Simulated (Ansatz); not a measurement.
The elements of this relaxed trial crystal are hidden behind letters.

```
lattice vectors (Å)
   2.7200    0.0000    0.0000
  -1.3600    2.3556    0.0000
   0.0000    0.0000   10.6894
fractional positions
X 0.0000 0.0000 0.2355
X 0.0000 0.0000 0.7645
X 0.0000 0.0000 0.5000
Z 0.0000 0.0000 0.0000
```

Computed with DFT PBE, scalar-relativistic, plane waves, PAW in Ansatz 0.2.0. Plane waves to 420 eV, an 18×18×6 mesh through Γ for the 4-atom cell and 0.10 eV Gaussian smearing; no spin polarisation.

- Space group: P6/mmm (No. 191)
- Conventional cell: a = 2.720 Å, c = 10.689 Å
- Volume per atom: 17.12 Å³
- Density: 4.41 g/cm³
- Formation energy: +0.36 eV/atom
- Gap on the 18×18×6 mesh of the 4-atom cell: 0 eV (a metal)

Energies are uncorrected and count from the elements' standard states at the same level.

Question: X is a p-block element of period 3 and Z is a d-block element of period 5. Which elements are they?

Answer: X = Al, Z = Ru, so the formula is Al3Ru. Density times volume gives a mean mass of 4.41 × 17.12/1.6605 = 45.5 u per atom, and this set has 45.5 u. Around Al on a site of symmetry 6mm lie 1 Ru at 2.52 Å and 7 Al at 2.72–2.83 Å; Al on a site of symmetry 6/mmm has 8 Al at 2.72–2.83 Å; Ru has 2 Al at 2.52 Å and 6 Ru at 2.72 Å. Other sets within the hints have nearly the same mass, so mass alone doesn't settle it; this one was computed.

The cell is a metal run without spin; a magnetic state may lie lower. A structure relaxed within its symmetry needn't be a true minimum. Another cell of Al3Ru relaxed alike, in Pm-3n, lies 0.78 eV/atom lower, so this cell isn't the stable form at this level.
